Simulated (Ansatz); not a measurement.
Given:

InSe (beta-GaS type, space group P6_3/mmc)

```xyz
8
Lattice="4.0321 0.0000 0.0000 -2.0160 3.4919 0.0000 0.0000 0.0000 16.7641" Properties=species:S:1:pos:R:3 pbc="T T T"
In     0.0000     2.3279    11.1762
In     2.0160     1.1640     2.7942
In     2.0160     1.1640     5.5879
In     0.0000     2.3279    13.9699
Se     0.0000     2.3279     1.5074
Se     2.0160     1.1640     9.8895
Se     2.0160     1.1640    15.2567
Se     0.0000     2.3279     6.8746
```

E(V) scan at fixed shape, V₀ the volume above. The atoms relax within the cell's symmetry.

Level of theory: PBE-D3(BJ) (plane waves to 420 eV, PAW, scalar-relativistic; Ansatz, a program for electronic structure). k mesh 9×9×2 (Γ-centred), Fermi-Dirac smearing 0.05 eV. The energy includes the smearing's −TS. Stress and pressure are positive under compression. With the shape held, the modulus is that of even scaling; a crystal free to change shape is softer. InSe was relaxed with its symmetry unable to fall. ΔE is measured from the relaxed starting cell.

The scan covers V/V₀ from 0.900 to 1.100 in 9 points.

Task: What pressure does the cell carry at V/V₀ = 0.900?

Result: 3.98 GPa.

Task: What is ΔE at V/V₀ = 1.100?

Result: 20.6 meV/atom.

Task: What is ΔE at V/V₀ = 0.900?

Result: 32.7 meV/atom.

(Under strain, the slope of the energy per volume gives the stress and its curvature an elastic modulus.)
